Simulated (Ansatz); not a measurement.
Relaxed candidate structures of LiAgF4:

A. I4₁/amd, origin choice 1 (No. 141), tI24; a = b = 6.377 Å, c = 7.537 Å, α = β = γ = 90.00°; F 16h (0.301, 0.000, 0.044); Ag 4b (0.000, 0.000, 0.500); Li 4a (0.000, 0.000, 0.000); ferromagnetic

B. C2/c (No. 15), mS24; a = 10.8596 Å, b = 5.8870 Å, c = 4.8694 Å, α = γ = 90.00°, β = 112.76°; Li 4e (0.000, 0.170, 0.250); Ag 4c (0.250, 0.250, 0.000); F 8f (0.130, 0.366, 0.173); F 8f (0.109, 0.103, 0.675); non-magnetic

Question: Put the candidates in order of energy per atom, lowest first, for r2SCAN (plane waves to 500 eV, PAW, scalar-relativistic; Ansatz, an electronic-structure program).

Answer: B (reference, the lowest among the structures calculated here), A (+345 meV/atom)

Question: Give each candidate's band gap.

Answer: No candidate is metallic. A: 0.36 eV (no spin-orbit coupling); B: 1.79 eV (no spin-orbit coupling).

Each run could gain symmetry but not lose that of its start, so entries can be saddle points. From databases, or of a type measured for this composition: C2/c, mS24, non-magnetic; the others are generated cells (placed on structure types, drawn at random, substituted or restacked) that were not matched to a known phase here. Each structure is listed in the lowest spin state found for it. Energies are at zero temperature and pressure, without zero-point motion. The runs use different k-meshes, so differences are rounded accordingly. Spin states reached: ferromagnetic, non-magnetic; non-magnetic ones ran without spin or lost their moments; spin orders were not searched systematically. No Hubbard U is applied. Gaps of cells over 8 atoms come from the SCF mesh and high-symmetry points alone.
